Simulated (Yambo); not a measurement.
KAsF6 (space group R-3, No. 148), G0W0@LDA in Yambo (2×2×2 mesh, plasmon pole; 7 Ry block, no terminator). The number N of bands in W and G is varied.

```
N    x = 1/N  gap Γ → Γ (eV)  shift of the valence edge (eV)
---  -------  --------------  ------------------------------
74   0.01351          10.357                          -2.280
102  0.00980          10.091                          -2.266
137  0.00730           9.985                          -2.319
172  0.00581               ?                               ?
```

Q: Basis-set arguments suggest E = E∞ + A x. Fix A and E∞ from the two rows above the withheld one, predict the row at 172 bands, and test the form.

A: Gap: A = (9.985 − (10.091))/(0.00730 − 0.00980) = 42.4, E∞ = 9.675 eV, so 9.922 eV is predicted; the run gave 9.918 eV (miss 4 meV). The first two rows have slope 71.7, so the form doesn't hold yet over the whole range. Shift: A = (-2.319 − (-2.266))/(0.00730 − 0.00980) = 21.2, E∞ = -2.474 eV, so -2.351 eV is predicted; the run gave -2.366 eV (miss 15 meV). The first two rows have slope -3.77, so the form doesn't hold yet over the whole range. The other settings are held fixed.

The standard potential for As keeps a d shell in the valence without the s and p states of that shell. In tests on such compounds this moved G0W0 gaps by up to about 0.9 eV, so absolute quasiparticle energies here are unreliable; differences between settings are what counts.

Spin-orbit coupling is not included.

Geometry of the Materials Project entry, not relaxed at this level; primitive cell a = 4.8442 Å, b = 4.8442 Å, c = 4.8442 Å, α = 97.99°, β = 97.99°, γ = 97.99°.

A shift is the quasiparticle energy of the state minus its LDA energy.
